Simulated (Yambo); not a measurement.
Yambo run on SrTiO3 (cubic perovskite, space group Pm-3m, No. 221). The wavefunctions are PBEsol (Quantum ESPRESSO, PseudoDojo norm-conserving, 84 Ry, with spin-orbit coupling) ones on a 4×4×4 mesh (40 occupied bands); a = 3.913 Å, b = 3.913 Å, c = 3.913 Å, α = 90.00°, β = 90.00°, γ = 90.00°.

Yambo input:

```
rim_cut
HF_and_locXC
RandQpts= 1000000
RandGvec= 1 Ry
EXXRLvcs= 84 Ry
VXCRLvcs= 336 Ry
% QPkrange
 1 | 1 | 38 | 42 |
 3 | 3 | 40 | 41 |
 6 | 6 | 40 | 41 |
 10 | 10 | 40 | 41 |
%
```

k points by index: 1 = Γ, 3 = X, 6 = M, 10 = R.

Table of the .hf output:

```
#    K-point    Band    Eo [eV]    Ehf [eV]    Vxc [eV]    Vnlxc [eV]
#
    1    38    -0.346008    -5.249600    -20.29404    -25.19764
    1    39    -0.346008    -5.249596    -20.29404    -25.19763
    1    40    -0.346008    -5.249598    -20.29404    -25.19763
    1    41    1.828070    9.136222    -18.77655    -11.46840
    1    42    1.828070    9.136221    -18.77655    -11.46840
    3    40    -0.726233    -5.740134    -19.96369    -24.97759
    3    41    2.009318    9.575322    -19.31584    -11.74984
    6    40    -0.093143    -5.176523    -19.75461    -24.83799
    6    41    3.793670    11.79750    -21.37616    -13.37233
    10    40    0.000000    -5.084320    -19.93972    -25.02404
    10    41    4.474641    13.28422    -21.77004    -12.96046
```
Exchange alone, without screening.

Geometry of the Materials Project entry, not relaxed at this level.
